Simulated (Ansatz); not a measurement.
Mo (hcp (Mg type), space group No. 194) at seven volumes, r²SCAN in the plane-wave PAW code Ansatz, shape and atoms relaxed at each. One row is withheld.

```tsv
V (Å³/atom)	P (GPa)
14.543	?
15.022	16.79
15.502	7.75
15.981	-0.01
16.460	-6.66
16.940	-12.39
17.419	-17.32
```

Fit the shown pressures and predict the withheld one.

P = (3/2)B₀(x^(7/2) − x^(5/2))[1 + (3/4)(B′ − 4)(x − 1)] with x = (V₀/V)^(2/3). Least squares on the six rows gives V₀ = 15.981 Å³/atom, B₀ = 239 GPa, B′ = 4.06. At V = 14.543, x = 1.0649 and P = 27.30 GPa. The run itself gave 27.25 GPa.

Space group P6_3/mmc (hcp (Mg type)). The start of the workflow was typed in or built on a structure type; the Crystallography Open Database copy checked does not list it. It is not the phase usual at ambient conditions (space group No. 229). The r²SCAN relaxation kept the symmetry of its start; whether a distortion lowers the energy is not shown. No spin polarisation was allowed.

Potentials: the later of the program's two PAW sets.
